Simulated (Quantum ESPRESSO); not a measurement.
# Band energies of AlP

```
CELL_PARAMETERS angstrom
      3.83105     0.00000     0.00000
     -1.91552     3.31779     0.00000
      0.00000     0.00000     6.28714
ATOMIC_POSITIONS crystal
  Al 0.33333 0.66667 0.00005
  Al 0.66667 0.33333 0.50005
  P  0.33333 0.66667 0.37495
  P  0.66667 0.33333 0.87495
```

LDA (Quantum ESPRESSO, PseudoDojo norm-conserving, 48 Ry, scalar-relativistic); path ΓMKΓALHA,LM,KH; energies in eV from the valence-band maximum.

| k (1/Å) | point | band 4 | band 5 | band 6 | band 7 | band 8 | band 9 | band 10 | band 11 |
|---|---|---|---|---|---|---|---|---|---|
| 0.00 | Γ | -0.95 | -0.95 | -0.12 | 0.00 | 0.00 | 2.34 | 3.26 | 4.17 |
| 0.53 |  | -3.75 | -2.86 | -1.83 | -0.92 | -0.54 | 2.39 | 3.96 | 4.31 |
| 0.95 | M | -4.60 | -3.63 | -2.25 | -2.13 | -0.88 | 1.79 | 3.28 | 3.93 |
| 1.06 |  | -4.59 | -3.61 | -2.46 | -2.15 | -1.08 | 2.11 | 3.21 | 4.03 |
| 1.49 | K | -4.72 | -4.26 | -2.70 | -2.70 | -2.53 | 2.04 | 6.08 | 6.14 |
| 1.60 |  | -4.60 | -4.07 | -3.02 | -2.42 | -2.38 | 2.13 | 5.58 | 5.87 |
| 2.15 |  | -3.12 | -2.44 | -1.70 | -0.67 | -0.62 | 3.65 | 3.81 | 4.41 |
| 2.59 | Γ | -0.95 | -0.95 | -0.12 | 0.00 | 0.00 | 2.34 | 3.26 | 4.17 |
| 2.71 |  | -0.92 | -0.92 | -0.51 | -0.04 | -0.04 | 2.40 | 3.60 | 4.20 |
| 3.09 | A | -3.37 | -0.53 | -0.53 | -0.53 | -0.53 | 3.17 | 3.17 | 4.69 |
| 3.30 |  | -3.38 | -1.19 | -1.19 | -0.71 | -0.71 | 3.62 | 3.62 | 4.54 |
| 3.82 |  | -5.18 | -1.84 | -1.84 | -1.58 | -1.58 | 2.32 | 2.32 | 3.58 |
| 4.03 | L | -5.62 | -1.70 | -1.70 | -1.68 | -1.68 | 2.19 | 2.19 | 3.18 |
| 4.36 |  | -5.46 | -3.08 | -3.08 | -1.35 | -1.35 | 2.87 | 2.87 | 4.56 |
| 4.58 | H | -5.38 | -3.59 | -3.59 | -1.27 | -1.27 | 3.02 | 3.02 | 4.60 |
| 4.85 |  | -5.15 | -3.00 | -3.00 | -1.47 | -1.47 | 3.12 | 3.12 | 4.94 |
| 5.31 |  | -3.56 | -1.78 | -1.78 | -1.14 | -1.14 | 3.82 | 3.82 | 4.44 |
| 5.67 | A | -3.37 | -0.53 | -0.53 | -0.53 | -0.53 | 3.17 | 3.17 | 4.69 |
| 5.67 | L | -5.62 | -1.70 | -1.70 | -1.68 | -1.68 | 2.19 | 2.19 | 3.18 |
| 6.17 | M | -4.60 | -3.63 | -2.25 | -2.13 | -0.88 | 1.79 | 3.28 | 3.93 |
| 6.17 | K | -4.72 | -4.26 | -2.70 | -2.70 | -2.53 | 2.04 | 6.08 | 6.14 |
| 6.67 | H | -5.38 | -3.59 | -3.59 | -1.27 | -1.27 | 3.02 | 3.02 | 4.60 |

The LDA gap is indirect, 1.79 eV, from Γ to M; the smallest direct gap is 2.34 eV.

Geometry relaxed with LDA.

This is not the ordinary phase of the substance; no match was found in the copy of COD used, and its stability was not checked.
